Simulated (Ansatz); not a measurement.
ZnSnN2:
```
CELL_PARAMETERS angstrom
      5.83368     0.00000     0.00000
      0.00000     6.71331     0.00000
      0.00000     0.00000     5.46621
ATOMIC_POSITIONS crystal
  Zn 0.58295 0.87494 0.99903
  Zn 0.41705 0.12506 0.49903
  Zn 0.91705 0.37494 0.49903
  Zn 0.08295 0.62506 0.99903
  Sn 0.58839 0.37513 0.99933
  Sn 0.41161 0.62487 0.49933
  Sn 0.91161 0.87513 0.49933
  Sn 0.08839 0.12487 0.99933
  N  0.58339 0.37313 0.37942
  N  0.41661 0.62687 0.87942
  N  0.91661 0.87313 0.87942
  N  0.08339 0.12687 0.37942
  N  0.57887 0.87696 0.37222
  N  0.42113 0.12304 0.87222
  N  0.92113 0.37696 0.87222
  N  0.07887 0.62304 0.37222
```

Relaxed with PBEsol. Special points in fractions of this cell's reciprocal vectors: Γ (0.000, 0.000, 0.000); X (0.500, 0.000, 0.000); S (0.500, 0.500, 0.000); Y (0.000, 0.500, 0.000); Z (0.000, 0.000, 0.500); U (0.500, 0.000, 0.500); R (0.500, 0.500, 0.500); T (0.000, 0.500, 0.500).

Problem. List the band energies nearest the valence-band maximum at these points for DFT-PBEsol in the program Ansatz with PAW potentials.

Solution. In eV from the valence-band maximum; about four levels below and three above (degenerate sets whole), none deeper than 8.9 eV; points with the same levels are listed once.

```json
[
 {"k": "Γ", "below": "-0.81 -0.09 -0.04 0.00", "above": "0.15 2.72 3.60"},
 {"k": "X", "below": "-0.65 -0.65 -0.39 -0.39", "above": "2.48 2.48 3.73 3.73"},
 {"k": "S", "below": "-0.85 -0.85 -0.85 -0.85", "above": "3.06 3.06 3.66 3.66"},
 {"k": "Y", "below": "-0.59 -0.59 -0.43 -0.43", "above": "2.27 2.27 4.49 4.49"},
 {"k": "Z", "below": "-0.49 -0.49 -0.46 -0.46", "above": "2.49 2.49 3.27 3.27"},
 {"k": "U", "below": "-1.01 -1.01 -1.01 -1.01", "above": "3.06 3.06 3.06 3.06"},
 {"k": "R", "below": "-1.41 -1.41 -1.21 -1.21", "above": "3.59 3.59 3.60 3.60"},
 {"k": "T", "below": "-1.09 -1.09 -0.93 -0.93", "above": "3.26 3.26 4.01 4.01"}
]
```

Space group Pna2_1. The cell was relaxed with PBEsol under the symmetry of its start. Scalar-relativistic: spin–orbit coupling is off unless named, which matters more the heavier the elements.

Potentials: the later of the program's two PAW sets.
